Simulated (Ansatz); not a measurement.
LiTaO$_{3}$ (LiNbO3 type, space group R3c)

```yaml
crystal:
  lattice:
    - [2.59549, 1.49851, 4.63811]
    - [-2.59549, 1.49851, 4.63811]
    - [0.00000, -2.99701, 4.63811]
  atoms:
    - { symbol: Li, position: [0.70591, 0.70591, 0.70591] }
    - { symbol: Li, position: [0.20591, 0.20591, 0.20591] }
    - { symbol: Ta, position: [0.98792, 0.98792, 0.98792] }
    - { symbol: Ta, position: [0.48792, 0.48792, 0.48792] }
    - { symbol: O, position: [0.62570, 0.86899, 0.26119] }
    - { symbol: O, position: [0.86899, 0.26119, 0.62570] }
    - { symbol: O, position: [0.26119, 0.62570, 0.86899] }
    - { symbol: O, position: [0.76119, 0.36899, 0.12570] }
    - { symbol: O, position: [0.36899, 0.12570, 0.76119] }
    - { symbol: O, position: [0.12570, 0.76119, 0.36899] }
```

This relaxed cell (volume V₀) is scaled evenly in all directions, its shape held. The atoms relax within the cell's symmetry.

These are PBE (plane waves to 420 eV, PAW, scalar-relativistic; Ansatz, a quantum-chemistry and plane-wave program) values and carry that method's errors. k mesh 8×8×8 (Γ-centred), Fermi-Dirac smearing 0.05 eV. E stands for the smeared free energy. Stress and pressure are positive under compression. With the shape held, the modulus is that of even scaling; a crystal free to change shape is softer. LiTaO3 is run without spin polarisation. LiTaO3 was relaxed with its symmetry unable to fall. Spin-orbit coupling is left out, though Ta is heavy. The PAW data are Ansatz's earlier set. The zero of ΔE is the relaxed starting cell.

```json
[
 {"V (Å³/atom)": "9.741", "ΔE (meV/atom)": "50.3"},
 {"V (Å³/atom)": "9.958", "ΔE (meV/atom)": "31.0"},
 {"V (Å³/atom)": "10.174", "ΔE (meV/atom)": "16.8"},
 {"V (Å³/atom)": "10.391", "ΔE (meV/atom)": "7.2"},
 {"V (Å³/atom)": "10.607", "ΔE (meV/atom)": "1.7"},
 {"V (Å³/atom)": "10.824", "ΔE (meV/atom)": "0.0"},
 {"V (Å³/atom)": "11.040", "ΔE (meV/atom)": "1.6"},
 {"V (Å³/atom)": "11.257", "ΔE (meV/atom)": "withheld"},
 {"V (Å³/atom)": "11.473", "ΔE (meV/atom)": "12.8"},
 {"V (Å³/atom)": "11.689", "ΔE (meV/atom)": "21.4"},
 {"V (Å³/atom)": "11.906", "ΔE (meV/atom)": "31.4"}
]
```

**Question.** Fit a third-order Birch-Murnaghan form (E₀, V₀, B₀, B₀′ free) to the given rows and predict ΔE at V = 11.257.

**Answer.** Least squares on the 10 given rows: ΔE = E₀ + (9V₀B₀/16)·y²·[2 + (B₀′ − 4)y], y = (V₀/V)^(2/3) − 1, with V₀ = 10.825 Å³/atom, B₀ = 116.3 GPa (160.2 GPa = 1 eV/Å³; the term in eV is multiplied by 1000), B₀′ = 5.91, E₀ = 0.21 meV/atom; root-mean-square residual 0.20 meV/atom. At 11.257 the fit gives 5.9 meV/atom; the calculation gives 6.0 meV/atom, so the interpolation is off by -0.1 (-1.7 %). For the pressure the fit gives -4.1 GPa against the computed -4.2 GPa.

(Under strain, the slope of the energy per volume gives the stress and its curvature an elastic modulus.)
